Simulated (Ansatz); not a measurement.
B5H9: Coordination and B-10 quadrupole coupling

Cell: a structure deposited in the COD, its atoms then relaxed with PBE in this cell.

Space group I4mm (No. 107); a = 7.1600, c = 5.3800 Å.

```
site  Wyckoff  site symmetry       x       y       z
  B1       2a            4mm  0.0000  0.0000  0.2286
  B2       8d            .m.  0.1763  0.0000  0.0191
  H6       8d            .m.  0.8412  0.5000  0.5443
 H10       2a            4mm  0.0000  0.0000  0.4495
 H11       8c            ..m  0.1336  0.1336  0.8514
```

One atom of each set is listed; the run and its k-mesh use a cell of 14 atoms with edges of 5.73, 5.73, 5.73 Å.

All values are calculated (Ansatz; DFT, PBE, plane waves and PAW, scalar-relativistic, 420 eV cutoff, Γ-centred 7×7×7 k-points, Fermi–Dirac smearing 0.05 eV), not measured.

Q(B-10) = 84.59 mb.

Task: Order the B environments from the weakest to the strongest quadrupole coupling.
A. B1: 1 H at 1.19 Å, 4 B at 1.69 Å
B. B2: 3 H at 1.19–1.35 Å, 3 B at 1.69–1.78 Å

Result: A (0.950 MHz, η = 0.00), B (3.89 MHz, η = 0.50).

An axis of threefold or higher order runs through B1, so V_zz lies along it and η is zero. Like point charges on the first shell alone (each adding as 1/d³) would put B1 above B2: the covalent part of each bond and the atoms beyond the first shell count as well.
